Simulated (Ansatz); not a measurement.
Al₂O₃:
```
Al2O3
1.0
    2.40032     1.38583     4.46808
   -2.40032     1.38583     4.46808
    0.00000    -2.77165     4.46808
Al O
4 6
Direct
  0.00000   0.00000   0.00000
  0.50000   0.50000   0.50000
  0.30689   0.30689   0.30689
  0.69311   0.69311   0.69311
  0.27946   0.89228   0.60378
  0.72054   0.10772   0.39622
  0.89228   0.60378   0.27946
  0.10772   0.39622   0.72054
  0.60378   0.27946   0.89228
  0.39622   0.72054   0.10772
```

Cartesian axes are those of the cell as given.

Question: Give the high-frequency dielectric tensor and the Born effective charge tensors of the independent atoms from DFPT, the program Ansatz at the r²SCAN level (PAW).

Answer: 
ε∞:
```
3.01  0.00  0.00
0.00  3.01  0.00
0.00  0.00  2.88
```
Z* of atom 1 (Al), rows: field, columns: displacement, in e:
```
 3.15   0.07   0.00
-0.07   3.15   0.00
 0.00   0.00   2.35
```
Z* of atom 2 (Al), rows: field, columns: displacement, in e:
```
 2.79   0.02   0.00
-0.02   2.79   0.00
 0.00   0.00   3.65
```
Z* of atom 3 (Al), rows: field, columns: displacement, in e:
```
 2.96  -0.04   0.00
 0.04   2.96   0.00
 0.00   0.00   2.41
```
Z* of atom 5 (O), rows: field, columns: displacement, in e:
```
-2.10   0.02   0.21
 0.02  -1.85   0.06
 0.26   0.01  -1.80
```

Static charges for comparison (Bader): Al1 +2.59, Al2 +2.60, Al3 +2.58, O5 -1.73 e. Born charges measure polarisation by displacement and can exceed these by far.

Space group R-3. The workflow started from a Materials Project entry (that database holds measured and hypothetical structures alike); the Crystallography Open Database copy checked does not list it. It is not the phase usual at ambient conditions (space group No. 167). The cell was relaxed with r²SCAN under the symmetry of its start; its stability against distortions is not shown here.

Potentials: the earlier of the program's two PAW sets.
